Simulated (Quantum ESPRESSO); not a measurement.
Space group P6₃mc (No. 186); a = 5.2860 Å, b = 5.2860 Å, c = 8.6294 Å, α = 90.00°, β = 90.00°, γ = 120.00°

| atom | site | symmetry | x | y | z |
|---|---|---|---|---|---|
| O | 6c | .m. | 0.0215 | 0.5107 | 0.4954 |
| O | 2b | 3m. | 0.3333 | 0.6667 | 0.2616 |
| Al | 2b | 3m. | 0.3333 | 0.6667 | 0.0620 |
| P | 2b | 3m. | 0.3333 | 0.6667 | 0.4370 |

The geometry is that of Materials Project entry mp-545974, symmetrised and not relaxed again.

**Question.** What does norm-conserving LDA (Quantum ESPRESSO, 84 Ry, scalar-relativistic) give for the electronic structure near the Fermi level?

**Answer.** The LDA gap is direct, 5.34 eV at Γ. Another valence extremum on the path lies within 0.02 eV, too close to call.
